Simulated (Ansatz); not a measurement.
Band table of Mn (hcp type)

```
Mn
1.0
     1.79395    0.00000    0.00000
    -0.89697    1.55360    0.00000
     0.00000    0.00000    2.88345
Mn
2
Direct
  0.33333 0.66667 0.25000
  0.66667 0.33333 0.75000
```

The cell comes from a relaxation on PAW files under the same functional, begun from a prototype that needn't be the stable phase.

Computed with Ansatz 0.2.0; functional LDA, scalar-relativistic. Settings: a Γ-centred 20×20×11 k mesh, Fermi–Dirac smearing of 0.08 eV, spin-polarised from start moments Mn1 3, Mn2 3 μB. Methods: LAPW: all electrons, basis error target 1 meV/atom.

This run: volume at 0.4 of the series' base cell.

Antiferromagnetic order, which Cr and Mn prefer near zero pressure, wasn't tried. The start moments died away, and the runs ended non-magnetic. The structure type is held throughout; the real material can change phase at far lower pressure.

Path points, in fractions of the reciprocal vectors: Γ (0.000, 0.000, 0.000), M (0.500, 0.000, 0.000), K (0.333, 0.333, 0.000), A (0.000, 0.000, 0.500), L (0.500, 0.000, 0.500), H (0.333, 0.333, 0.500). Levels in eV from the Fermi level; bands 17 to 28, counted from the lowest band of the run. The gap is zero, the pressure 1879 GPa.

```
# k(1/Å) point b17 b18 b19 b20 b21 b22 b23 b24 b25 b26 b27 b28
0.000 Γ -12.46 -6.71 -5.60 -5.60 -5.27 -3.54 -3.54 -1.79 -1.79 4.21 4.21 9.36
0.506 - -11.43 -7.48 -5.61 -4.29 -4.17 -3.71 -3.16 -2.78 -2.29 1.03 4.82 14.04
1.011 - -12.56 -8.32 -7.73 -4.96 -4.59 -2.98 -1.14 -0.83 0.93 1.95 5.68 20.19
1.517 - -14.82 -12.03 -9.21 -5.99 -2.27 -2.21 -0.63 3.35 4.63 6.14 8.89 23.97
2.022 M -15.69 -13.38 -9.85 -6.50 -2.64 -1.29 0.81 5.44 6.26 6.40 13.98 20.68
2.314 - -14.84 -13.60 -9.22 -6.45 -2.75 -1.31 -0.03 5.46 5.83 5.98 14.56 21.22
2.606 - -14.17 -12.57 -7.70 -6.22 -3.14 -1.99 -1.30 4.60 5.30 5.35 15.98 22.28
2.898 - -14.78 -9.54 -6.50 -5.66 -4.29 -3.85 -0.93 3.63 4.77 4.84 17.64 23.10
3.190 K -15.05 -6.65 -6.65 -6.37 -4.80 -4.80 -0.48 3.90 3.90 4.66 18.64 23.76
3.773 - -13.64 -9.58 -8.54 -6.32 -3.12 -2.62 -1.91 1.44 5.03 5.49 13.98 26.74
4.357 - -10.05 -9.72 -9.48 -5.95 -3.90 -3.54 -1.21 -0.76 1.67 5.32 5.77 22.15
4.941 - -11.07 -8.03 -5.19 -4.20 -3.96 -3.68 -3.60 -3.44 -1.40 0.81 4.87 15.04
5.525 Γ -12.46 -6.71 -5.60 -5.60 -5.27 -3.54 -3.54 -1.79 -1.79 4.21 4.21 9.36
5.797 - -12.24 -6.53 -5.82 -5.82 -5.21 -3.83 -3.83 -1.22 -1.22 4.30 4.30 8.53
6.069 - -11.62 -6.98 -6.12 -6.12 -4.51 -4.51 -4.08 0.10 0.10 4.33 4.33 6.41
6.342 - -10.64 -8.10 -6.17 -6.17 -5.28 -5.28 -1.90 1.64 1.64 3.68 3.96 3.96
6.614 A -9.41 -9.41 -5.88 -5.88 -5.88 -5.88 0.79 0.79 3.03 3.03 3.03 3.03
7.120 - -8.78 -8.78 -7.07 -7.07 -4.76 -4.76 -1.15 -1.15 2.80 2.80 5.71 5.71
7.625 - -11.12 -11.12 -7.50 -7.50 -2.30 -2.30 -0.76 -0.76 2.78 2.78 9.13 9.13
8.131 - -13.06 -13.06 -9.91 -9.91 -1.07 -1.07 2.67 2.67 4.56 4.56 12.20 12.20
8.636 L -13.64 -13.64 -11.10 -11.10 -0.99 -0.99 4.13 4.13 5.99 5.99 14.02 14.02
8.928 - -13.14 -13.14 -10.66 -10.66 -1.86 -1.86 3.87 3.87 5.37 5.37 15.36 15.36
9.220 - -12.07 -12.07 -9.34 -9.34 -3.54 -3.54 2.00 2.00 5.16 5.16 18.23 18.23
9.512 - -10.97 -10.97 -8.31 -8.31 -4.11 -4.11 -0.26 -0.26 4.92 4.92 21.52 21.52
9.804 H -10.27 -10.27 -8.69 -8.69 -3.10 -3.10 -1.66 -1.66 4.69 4.69 24.73 24.73
10.387 - -11.46 -11.46 -7.38 -7.38 -3.83 -3.83 -1.77 -1.77 5.91 5.91 17.61 17.61
10.971 - -10.97 -10.97 -6.45 -6.45 -4.18 -4.18 -1.77 -1.77 4.48 4.48 10.86 10.86
11.555 - -8.71 -8.71 -7.30 -7.30 -4.46 -4.46 -1.48 -1.48 2.78 2.78 6.29 6.29
12.139 A -9.41 -9.41 -5.88 -5.88 -5.88 -5.88 0.79 0.79 3.03 3.03 3.03 3.03
```
